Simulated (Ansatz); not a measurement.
ZrOs:
```xyz
2
Lattice="3.2733 0.0000 0.0000 0.0000 3.2733 0.0000 0.0000 0.0000 3.2733" Properties=species:S:1:pos:R:3 pbc="T T T"
Zr     1.6366     1.6366     1.6366
Os     0.0000     0.0000     0.0000
```

Relaxed with r²SCAN.

Problem. Tabulate the valence density and the electron localisation function along the shortest Zr–Os contact (2.83 Å), r²SCAN (plane waves, PAW; program Ansatz).

Solution. 

```csv
distance from Zr (Å),density (e/Å³),ELF
0.28,3.90,0.39
0.43,4.11,0.71
0.57,3.38,0.81
0.71,2.21,0.79
0.85,1.21,0.63
0.99,0.62,0.33
1.13,0.38,0.17
1.28,0.31,0.18
1.42,0.33,0.30
1.56,0.40,0.38
1.70,0.56,0.39
1.84,0.88,0.44
1.98,1.64,0.56
2.13,3.17,0.69
2.27,5.19,0.73
2.41,6.98,0.69
2.55,7.83,0.54
```

The density is the valence pseudo-density with augmentation charge, so density and ELF within about 1 Å of a nucleus are not all-electron values.

Space group Pm-3m (CsCl type). The workflow started from an entry of the Crystallography Open Database (COD). Whether it is the stable phase at ambient conditions was not checked. Symmetry was held in the r²SCAN relaxation; whether a distortion lowers the energy is not shown. The run is not spin-polarised. Scalar-relativistic: spin–orbit coupling is off unless named, which matters more the heavier the elements.

Potentials: the later of the program's two PAW sets.
